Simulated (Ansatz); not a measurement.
This run works on a generated trial structure, not on a known crystal.

Input and command of a plane-wave DFT calculation in Ansatz:

```yaml
crystal:
  lattice:
    - [-3.1696473, 3.1696473, 4.71960589]
    - [3.1696473, -3.1696473, 4.71960589]
    - [3.1696473, 3.1696473, -4.71960589]
  atoms:
    - { symbol: Ga, position: [0.18728402, 0.18728402, 0.0] }
    - { symbol: Ga, position: [0.81271598, 0.81271598, 0.0] }
    - { symbol: Ga, position: [0.0, 0.0, 0.0] }
    - { symbol: As, position: [0.17092763, 0.17092763, 0.34185526] }
    - { symbol: As, position: [0.82907237, 0.82907237, 0.65814474] }
    - { symbol: As, position: [0.17092763, 0.82907237, 0.0] }
    - { symbol: As, position: [0.82907237, 0.17092763, 0.0] }
    - { symbol: Se, position: [0.5, 0.5, 0.0] }
basis:
  ecutwfc: 420
kpoints:
  mp_grid: { grid: [4, 4, 4] }
hamiltonian:
  xc: pbe
scf:
  occupations: { method: gaussian, width: 0.2 }
  lower_state_search: "off"
output:
  forces: true
  stress: true
  eigenvalues: true
relax:
  adjacent_minimum: "off"
  f_tol: 0.08
  max_steps: 16
  cell: { stress_tol: 0.8 }
```

```bash
ansatz run input.yaml --threads 1 --pin off --max-ram 2560MiB --backend cpu --events-out ev --progress --plain --runs-dir out
```

Processor: Intel(R) Xeon(R) Processor @ 2.50GHz (Skylake/Cascade Lake), 1 thread, on a host shared with other jobs.

Task: How long does it run, and how much memory does it take?

Result: About 4 min, peak memory 0.67 GiB. It solves 69 bands at 13 k points (after reduction by symmetry) with about 5311 plane waves (on the last cell), in 74 SCF iterations over 10 ionic steps.
